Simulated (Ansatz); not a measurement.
Calculated ²³Na NMR of the central transition for NaY3SiS7

Cell: an entry of the Crystallography Open Database (COD), its atoms then relaxed with PBE in this cell.

```cif
data_NaY3SiS7
_symmetry_space_group_name_H-M 'P6_3'
_symmetry_Int_Tables_number 173
_cell_length_a 9.7657
_cell_length_b 9.7657
_cell_length_c 5.7061
_cell_angle_alpha 90.000
_cell_angle_beta 90.000
_cell_angle_gamma 120.000
loop_
_atom_site_label
_atom_site_type_symbol
_atom_site_symmetry_multiplicity
_atom_site_Wyckoff_symbol
_atom_site_fract_x
_atom_site_fract_y
_atom_site_fract_z
Na Na 2 a 0.0000 0.0000 0.0343
Y Y 6 c 0.3628 0.1338 0.2535
Si Si 2 b 0.3333 0.6667 0.1689
S11 S 6 c 0.2647 0.0994 0.7873
S17 S 2 b 0.3333 0.6667 0.5394
S19 S 6 c 0.5220 0.4180 0.5175
```

One atom of each set is listed.

Computed with Ansatz: DFT, PBE, plane waves and PAW, scalar-relativistic, 420 eV cutoff, Γ-centred 4×4×5 k-points, Fermi–Dirac smearing 0.02 eV.

²³Na has I = 3/2 and Q = 104.0 mb (Pyykkö 2018); at 7.05 T its Larmor frequency is ν₀ = 79.4 MHz. Only the quadrupole interaction is simulated: positions count from each site's isotropic chemical shift, and J coupling is left out, as are shift anisotropy and dipolar coupling, which fast spinning averages.

**Question.** Simulate the second-order pattern (fast magic-angle spinning, Gaussian broadening 0.03 kHz) of site Na (6 S at 2.66–2.68 Å; also 2 Na at 2.85 Å).

**Answer.** The calculation gives C_Q = 1.11 MHz and η = 0.00, so ν_Q = 0.553 MHz and the centre of gravity lies at -4.84 ppm (-0.385 kHz).

(offset (kHz), height): (-1.0003, 0), (-0.9708, 1), (-0.9414, 4), (-0.9119, 5), (-0.8825, 5), (-0.8530, 5), (-0.8236, 5), (-0.7941, 5), (-0.7646, 5), (-0.7352, 5), (-0.7057, 6), (-0.6763, 6), (-0.6468, 6), (-0.6174, 30), (-0.5879, 78), (-0.5585, 53), (-0.5290, 42), (-0.4995, 37), (-0.4701, 35), (-0.4406, 34), (-0.4112, 33), (-0.3817, 33), (-0.3523, 34), (-0.3228, 35), (-0.2933, 36), (-0.2639, 39), (-0.2344, 43), (-0.2050, 51), (-0.1755, 70), (-0.1461, 100), (-0.1166, 22), (-0.0872, 0)

An axis of threefold or higher order runs through Na, so V_zz lies along it and η is zero.
